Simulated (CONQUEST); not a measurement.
CONQUEST run on TaN (Cmmm, 12 atoms in the cell; from COD 9008975, changed as shown): self-consistent single point.

Method: PBEsol, numerical atomic orbitals double-zeta with polarisation (the shipped basis), PseudoDojo norm-conserving potentials made for PBEsol in CONQUEST.

The change in words: lattice vector a scaled by 1.02. Reference geometry (P6/mmm):
```
CELL_PARAMETERS angstrom
      5.19100     0.00000     0.00000
      0.00000     8.99108     0.00000
      0.00000     0.00000     2.90800
ATOMIC_POSITIONS crystal
  Ta 0.00000 0.00000 0.00000
  Ta 0.00000 0.33333 0.50000
  Ta 0.50000 0.16667 0.50000
  Ta 0.50000 0.50000 0.00000
  Ta 0.50000 0.83333 0.50000
  Ta 0.00000 0.66667 0.50000
  N  0.50000 0.00000 0.00000
  N  0.25000 0.25000 0.00000
  N  0.75000 0.25000 0.00000
  N  0.00000 0.50000 0.00000
  N  0.75000 0.75000 0.00000
  N  0.25000 0.75000 0.00000
```

Reference input (self-consistent single point, DFT, PBEsol, numerical atomic orbitals double-zeta with polarisation (the shipped basis), PseudoDojo norm-conserving potentials made for PBEsol): basis = DZP; Diag.MPMeshX, Y, Z = 2 2 4; potentials = PseudoDojo norm-conserving PBEsol; Grid.GridCutoff = 175 Ha; DM.SolutionMethod = diagon; Diag.kT = 0.004998 Ha; Diag.GammaCentred = true; minE.SCTolerance = 1.0e-06; SC.MaxIters = 100; SC.LinearMixingFactor = 0.5; SC.KerkerPreCondition = true; SC.KerkerFactor = 0.1 1/bohr. This run's input differs from it in these lines:

```diff
@@ -31,3 +31,3 @@
 # file: TaN.in
-     9.809568313      0.000000000      0.000000000
+    10.005759679      0.000000000      0.000000000
      0.000000000     16.990671206      0.000000000
```

Log, with long lists cut:

```
    new_SC_potl: Starting.  Tolerance:  0.10000E-05

    PulayMixSC: Starting Pulay mixing, A_up =  0.500 A_dn =  0.500
    PulayMixSC: Spin non-polarised calculation.
    PulayMixSC: with Kerker preconditioning, q0 =  0.100
          Harris-Foulkes Energy            :      -453.183529445085469 Ha
          GroundState Energy (E-(1/2)TS)   :      -453.185503161231907 Ha
          Free Energy (E-TS)               :      -453.187476877378344 Ha
          DFT Total Energy                 :      -451.792516095851397 Ha
          Total number of electrons        :       108.000000000003027
   [... lines left out ...]
          Total number of electrons        :       108.000028842799082
    PulayMixSC: Pulay iteration     8 residual:              0.10615E-05
          Harris-Foulkes Energy            :      -452.742106138950930 Ha
          GroundState Energy (E-(1/2)TS)   :      -452.745758657835438 Ha
          Free Energy (E-TS)               :      -452.749411176720002 Ha
          DFT Total Energy                 :      -452.742106134868550 Ha
          Total number of electrons        :       108.000028787708985
    PulayMixSC: Pulay iteration     9 residual:              0.48060E-06
    PulayMixSC: Reached SCF tolerance of  0.48060E-06 after      9 iterations
      | Number of electrons      =       108.000029
      |* band energy as 2Tr[K.H] =      -115.315059502858560 Ha
      |  screened ion-ion energy =      -313.858637373845966 Ha
      |  Ha correction           =         1.316683700153006 Ha
      |  XC correction           =       -24.885111512550615 Ha
      | GS Energy as E-(1/2)TS   =      -452.745758657835438 Ha
      | Free Energy as E-TS      =      -452.749411176720002 Ha
      |* Harris-Foulkes energy   =      -452.742106138950930 Ha
      |* DFT total energy        =      -452.742106134868550 Ha
      |  estimated accuracy      =        -0.000000004082381 Ha

    force: Forces on atoms (Ha/a0)
    force:  Atom   X              Y              Z
   [... lines left out ...]
    force:    12   0.0000000623   0.0000000482   0.0000000000

    force: Maximum force :        0.00185481(Ha/a0) on atom         5 in y direction
    force: Force Residual:        0.00107599 Ha/a0
    force: Total stress:          5.09959275     4.38740939    -4.78030657 GPa
    force: Average pressure:     -1.56889852 GPa

    force: Finished force
    get_E_and_F: Change in energy during last step of electronic optimisation:  0.52617E-06
```

The run converged in 9 iterations. CONQUEST prints the stress tensor with tension positive. Against the reference run the free energy goes up by 2.0 meV/atom and the pressure goes from 3.75 to -1.57 GPa.

The program uses no crystal symmetry, so grid and mesh can part values that symmetry would make equal. The atom-centred basis is finite, which shifts total energies and pressures against plane waves. No clean gap shows at this smearing width and mesh (spacing up to 0.59 Å⁻¹); the mesh is coarse for partly filled bands, so the values carry mesh errors.

Cost on one core: very roughly 2.7 core-minutes.
